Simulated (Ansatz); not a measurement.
Input and command of a plane-wave DFT calculation in Ansatz:

```yaml
crystal:
  lattice:
    - [3.1, -3.14, 0.0]
    - [3.1, 3.14, 0.0]
    - [0.0, 0.0, 4.405]
  atoms:
    - { symbol: K, position: [0.0, 0.0, 0.5] }
    - { symbol: Hg, position: [0.5, 0.5, 0.0] }
    - { symbol: F, position: [0.5, 0.5, 0.5] }
    - { symbol: F, position: [0.5, 0.0, 0.0] }
    - { symbol: F, position: [0.0, 0.5, 0.0] }
basis:
  ecutwfc: 500
kpoints:
  mp_grid: { grid: [4, 4, 4] }
hamiltonian:
  xc: r2scan
scf:
  occupations: { method: gaussian, width: 0.1 }
output:
  forces: true
  stress: true
  eigenvalues: true
```

```bash
ansatz run input.yaml --threads 1 --pin off --max-ram 2560MiB --backend cpu --events-out ev --progress --plain --runs-dir out
```

Processor: Intel(R) Xeon(R) 6975P-C (Granite Rapids), 1 thread, on a host shared with other jobs.

Question: Estimate time, memory and problem size.

Answer: About 4.9 s on 1 thread of Intel(R) Xeon(R) 6975P-C (Granite Rapids) (shared host), peak memory 0.64 GiB. It solves 30 bands at 21 k points (the mesh reduced by symmetry) with about 2121 plane waves, in 8 SCF iterations.
